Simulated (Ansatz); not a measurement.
Level of theory: DFT PBE, scalar-relativistic, plane waves, PAW in Ansatz. All cells share a 420 eV cutoff and Γ-centred k meshes spaced at most about 0.3 Å⁻¹ (2π included). No spin polarisation in the final relaxations.

All energies are static (0 K, no zero-point motion).

Two relaxed structures of Sn₅PbSe₆:

A.

```
Sn Pb Se
1.0
     4.30482    0.00000    0.00000
     0.00000    6.08926    0.00000
     0.00000    0.00000   12.91732
Sn Pb Se
5 1 6
Direct
  0.00000 0.00000 0.83228
  0.00000 0.00000 0.16772
  0.50000 0.50000 0.33536
  0.00000 0.00000 0.50000
  0.50000 0.50000 0.66464
  0.50000 0.50000 0.00000
  0.00000 0.50000 0.82797
  0.50000 0.00000 0.00000
  0.00000 0.50000 0.17203
  0.50000 0.00000 0.33375
  0.00000 0.50000 0.50000
  0.50000 0.00000 0.66625
```

B.

```
Sn Pb Se
1.0
     4.30422    0.00000    0.00000
     0.00000    4.30422    0.00000
     0.00000    0.00000   18.26542
Sn Pb Se
5 1 6
Direct
  0.00000 0.00000 0.83428
  0.50000 0.50000 0.66799
  0.50000 0.50000 0.33201
  0.00000 0.00000 0.16572
  0.50000 0.50000 0.00000
  0.00000 0.00000 0.50000
  0.00000 0.00000 0.66992
  0.50000 0.50000 0.50000
  0.00000 0.00000 0.33008
  0.50000 0.50000 0.16623
  0.00000 0.00000 0.00000
  0.50000 0.50000 0.83377
```

Question: Which placement of the atoms is lower in energy, and by how much?

Answer: They are level within the accuracy (under 1 meV/atom apart). The two share one framework of sites and differ in which element sits where. A has Sn and Pb ordered on rock salt sites, space group Pmmm (No. 47), 28.2 Å³/atom and a gap of 0.24 eV on its mesh; B has Sn and Pb ordered on rock salt sites, space group P4/mmm (No. 123), 28.2 Å³/atom and a gap of 0.25 eV. Counting Se atoms around Pb and Sn (those within 1.25 times the shortest such distance or 1.15 times the sum of covalent radii, 1.27 where that leaves under three), A and B both have Sn 6, Pb 6. In A, around Sn on a site of symmetry mm2 lie 6 Se at 3.04–3.05 Å; around Pb lie 6 Se at 3.04–3.09 Å; around Se on a site of symmetry mm2 lie 4 Sn at 3.01–3.05 Å and 2 Pb at 3.09 Å; 5 more sites not described. In B, Sn on a site of symmetry 4mm is surrounded by 6 Se at 3.00–3.04 Å; around Pb lie 6 Se at 3.04–3.10 Å; Se on a site of symmetry 4mm is surrounded by 5 Sn at 3.00–3.04 Å and 1 Pb at 3.10 Å; 5 more sites not described. Both come from invented guesses.

These runs have no spin–orbit coupling, which can matter for Pb. Kohn–Sham gaps at this level usually fall short of measured ones. The missing spin–orbit coupling can work the other way here. Cells relaxed within their symmetry can be saddle points.
